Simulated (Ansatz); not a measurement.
TiTe2 at several levels of theory

One geometry, relaxed with PBE+D3(BJ), and single points on it; plane waves with PAW potentials in Ansatz, scalar-relativistic unless the row names spin-orbit coupling. No spin polarisation. Meshes are on the primitive cell of 3 atoms. Gaps are the least over mesh and band path; pressure is positive in compression. Smearing is Gaussian, 0.10 eV. Rows that don't name D3 lack it, which shows in their pressure.

```
Ti Te
1.0
     3.69628    0.00000    0.00000
    -1.84814    3.20108    0.00000
     0.00000    0.00000    6.38283
Ti Te
1 2
Direct
  0.00000 0.00000 0.00000
  0.66667 0.33333 0.27118
  0.33333 0.66667 0.72882
```

| level | cutoff (eV) | k mesh | gap (eV) | pressure (GPa) | rough cost with bands (core-min) |
| --- | --- | --- | --- | --- | --- |
| PBE+D3(BJ) | 420 | 15×15×8 | 0 | 0.0 | 1.5 |

Q: What do r2SCAN, PBE+D3(BJ) with spin-orbit coupling, PBEsol give on the same cell?

A:
```
                              level cutoff (eV) k mesh gap (eV) pressure (GPa) rough cost with bands (core-min)
                             r2SCAN          500  15×15×8         0             3.6                               2.7
PBE+D3(BJ) with spin-orbit coupling          420  15×15×8         0             0.1                                 6
                             PBEsol          420  15×15×8         0            -0.2                               1.6
```

Spin-orbit coupling is left out except in a row that names it, which matters for the bands of heavy elements.